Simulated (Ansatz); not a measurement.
# Zone-centre phonons of PbSe: input and output

All numbers below come from DFT LDA, scalar-relativistic, plane waves, PAW (Ansatz 0.2.0).

Launched with:
```bash
ansatz run input.yaml --threads 1 --pin off --max-ram 3072MiB --backend cpu --events-out ev --progress --plain --runs-dir out
```

Input (bare energies are in eV):
```yaml
crystal:
  lattice:
    - [0.0, 3.0209671096, 3.0209671096]
    - [3.0209671096, 0.0, 3.0209671096]
    - [3.0209671096, 3.0209671096, 0.0]
  atoms:
    - { symbol: Pb, position: [0.0, 0.0, 0.0] }
    - { symbol: Se, position: [0.5, 0.5, 0.5] }
basis:
  ecutwfc: 420
kpoints:
  mp_grid: { grid: [10, 10, 10] }
hamiltonian:
  xc: lda
scf:
  occupations: { method: gaussian, width: 0.01 }
output:
  eigenvalues: true
phonons:
  method: dfpt
  eigenvectors: true
```

The end of the output:
```
--- Phonons (Γ-DFPT): 2 representative perturbations + reference, on 102 of 1000 k-points (Σ response iterations 6) ---
  k mesh reduced under 8 symmetry operations, with k and −k counted as one. Each operation leaves every solved perturbation unchanged. A smaller set is not used because it would not reduce the number of displacements ...
  ASR residual: 2.312e-5 → 0.000e0 eV/Å²; symmetrization residual: 4.300e-6 eV/Å²
  ASR residual per site (eV/Å²): 7.04e-6 2.31e-5
  Γ frequencies (cm⁻¹): 0.00 0.00 0.00 5.50 5.50 5.50
  non-analytic LO–TO correction: not included (Born effective charges unavailable; polar crystals: no LO–TO splitting at Γ)
```

It took 61 s on 1 thread of Intel(R) Xeon(R) Processor @ 2.50GHz (Skylake/Cascade Lake), with other jobs on the host, peak memory 0.65 GiB.

Spin–orbit coupling is left out, which can shift energies with elements as heavy as these.